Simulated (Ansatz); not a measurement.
### Question
Name crystals whose computed values (r²SCAN in the plane-wave PAW code Ansatz) fall in these windows: gap (eV) 0.57 to 0.74; electron conductivity mass (mₑ) 0.43 to 0.55.

### Answer


| crystal | gap (eV) | electron conductivity mass (mₑ) |
|---|---|---|
| KLaPdO3, C2/m (Pearson symbol mS24) | 0.69 | 0.47 |
| Mo2RuSe4, P-1 (Pearson symbol aP14) | 0.59 | 0.55 |
| BiRhS, P2_13 (Bi on 4a, Rh on 4a, S on 4a) | 0.59 | 0.47 |
| LiNbSe2, P6_3/mmc (Li on 2a, Nb on 2b, Se on 4f) | 0.74 | 0.55 |
Others may fit too.

Standing as an ambient phase not checked: KLaPdO3, C2/m (Pearson symbol mS24); Mo2RuSe4, P-1 (Pearson symbol aP14); BiRhS, P2_13 (Bi on 4a, Rh on 4a, S on 4a); LiNbSe2, P6_3/mmc (Li on 2a, Nb on 2b, Se on 4f). Perhaps ordered models of mixed-site phases: Mo2RuSe4, P-1 (Pearson symbol aP14). All cells were relaxed under the symmetry of their starts (and spin orders); stability against distortions was not tested throughout. Rows with no word on spin ran without spin polarisation. Scalar-relativistic: spin–orbit coupling is off unless named, which matters more the heavier the elements.

Potentials: the later of the program's two PAW sets.
